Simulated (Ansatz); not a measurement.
MgTe (wurtzite)

```yaml
crystal:
  lattice:
    - [4.60846, 0.00000, 0.00000]
    - [-2.30423, 3.99105, 0.00000]
    - [0.00000, 0.00000, 7.50071]
  atoms:
    - { symbol: Mg, position: [0.66667, 0.33333, 0.00081] }
    - { symbol: Mg, position: [0.33333, 0.66667, 0.50081] }
    - { symbol: Te, position: [0.66667, 0.33333, 0.62439] }
    - { symbol: Te, position: [0.33333, 0.66667, 0.12439] }
```

The slice is a (0001) plane (indices of the conventional cell) through the point (0.333, 0.667, 0.124) (fractional), spanned by u = [110] and v = [1 -1 0] in vectors of this cell: u (4.61 Å) and v (7.98 Å, at 90° to u). It covers one period; positions are fractions (u, v).

These are PBE (plane waves to 420 eV, PAW, scalar-relativistic; Ansatz, a quantum-chemistry and plane-wave program) values and carry that method's errors. k mesh 8×8×5. Near the nuclei the fields are pseudised (PAW); where an atom keeps semicore shells as valence, they peak there. MgTe was relaxed with its symmetry unable to fall. Spin-orbit coupling is left out, though Te is heavy.

Problem. Predict the map of the valence electron density on the slice.

Solution. 
```
|9988665544332222223344556688|
|7766554433332222223333445566|
|5555444433222222222233444455|
|3333333322222222222222333333|
|2222222222222222222222222222|
|1111111111222222222211111111|
|0000001122223333332222110000|
|0000111122334444443322111100|
|0000112233445555554433221100|
|0011223344556677665544332211|
|1111223355668899886655332211|
|1122334455779999997755443322|
|2222334455668899886655443322|
|2222333344556677665544333322|
|2222223344445555554444332222|
|2222222233333333333333222222|
|2222222222222222222222222222|
|2222221111111111111111112222|
|3333222211000000000011222233|
|4444332211110000001111223344|
|5555443322110000001122334455|
|7766554433221100112233445566|
|9988665533221111112233556688|
|9999775544332211223344557799|
```
Scale: ten equal steps from -1.83 (start of '0') to 1.24 (end of '9'), in the order '0123456789'. Values: log₁₀ of the valence density in e/Å³. The map has 14 points along u (two characters each, u = 0 at the left) and 24 along v (v = 0 in the bottom row). The scale is logarithmic, as a density can span decades between atoms and voids.
